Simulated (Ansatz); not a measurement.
InAs:
```
InAs
1.0
    0.00000     3.05380     3.05380
    3.05380     0.00000     3.05380
    3.05380     3.05380     0.00000
In As
1 1
Direct
  0.00000   0.00000   0.00000
  0.25000   0.25000   0.25000
```

Relaxed with r²SCAN. Special points in fractions of this cell's reciprocal vectors: Γ (0.000, 0.000, 0.000); X (0.500, 0.000, 0.500); U (0.625, 0.250, 0.625); K (0.375, 0.375, 0.750); L (0.500, 0.500, 0.500); W (0.500, 0.250, 0.750).

Task: List the band energies nearest the valence-band maximum at these points for r²SCAN (plane waves, PAW; program Ansatz).

Result: In eV from the valence-band maximum; about four levels below and three above (degenerate sets whole), none deeper than 8.9 eV; points with the same levels are listed once.

```tsv
k	below	above
Γ	0.00 0.00 0.00	0.08 4.26 4.26 4.26
X	-5.80 -2.29 -2.29	1.88 2.35 9.63
U	-5.66 -3.21 -1.92	2.43 4.56 7.74
L	-5.72 -0.97 -0.97	1.25 5.04 5.04
W	-5.65 -2.91 -2.80	4.47 4.58 5.41
```

Space group F-43m (zinc blende). The r²SCAN relaxation kept the symmetry of its start. Spin–orbit coupling is left out wherever it is not named.

Potentials: the earlier of the program's two PAW sets.
